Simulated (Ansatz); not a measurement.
SiO2 (rutile)

```yaml
crystal:
  lattice:
    - [4.18520, 0.00000, 0.00000]
    - [0.00000, 4.18520, 0.00000]
    - [0.00000, 0.00000, 2.66883]
  atoms:
    - { symbol: Si, position: [0.50000, 0.50000, 0.50000] }
    - { symbol: Si, position: [0.00000, 0.00000, 0.00000] }
    - { symbol: O, position: [0.80610, 0.80610, 0.50000] }
    - { symbol: O, position: [0.30610, 0.69390, 0.00000] }
    - { symbol: O, position: [0.69390, 0.30610, 0.00000] }
    - { symbol: O, position: [0.19390, 0.19390, 0.50000] }
```

In each cell atom 5 (O, nearest neighbour Si at 1.760 Å; its periodic images, 2.7 Å or more away, move with it) moves by s·(0.000, 0.000, 1.000) (along Cartesian z), the rest being held.

Calculation: r2SCAN (plane waves to 500 eV, PAW, scalar-relativistic; Ansatz, a quantum-chemistry and plane-wave program). k mesh 7×7×10 (Γ-centred), Fermi-Dirac smearing 0.05 eV. The energy includes the smearing's −TS. SiO2 was relaxed with its symmetry unable to fall. ΔE is measured from the undisplaced structure.

```json
[
 {"s (Å)": "-0.530", "ΔE (meV/cell)": "2962"},
 {"s (Å)": "-0.424", "ΔE (meV/cell)": "1871"},
 {"s (Å)": "-0.318", "ΔE (meV/cell)": "1042"},
 {"s (Å)": "-0.212", "ΔE (meV/cell)": "460"},
 {"s (Å)": "-0.106", "ΔE (meV/cell)": "115"},
 {"s (Å)": "0.000", "ΔE (meV/cell)": "0"},
 {"s (Å)": "0.106", "ΔE (meV/cell)": "115"},
 {"s (Å)": "0.212", "ΔE (meV/cell)": "460"},
 {"s (Å)": "0.318", "ΔE (meV/cell)": "1042"},
 {"s (Å)": "0.424", "ΔE (meV/cell)": "1871"},
 {"s (Å)": "0.530", "ΔE (meV/cell)": "2962"}
]
```

Task: What force constant k = d²E/ds² at s = 0 does the table give?

Result: 20 eV/Å². It is the second difference of the nearest points, corrected with the next pair.

Task: With k = 20.39 eV/Å² from the forces, is the well harmonic out to s = 0.530 Å?

Result: ½ks² = 2864 meV/cell against the computed 2962 meV/cell, so the well is close to harmonic there.

(For displaced atoms, the force is minus the slope of the energy, and its curvature is a force constant, which sets phonon frequencies.)
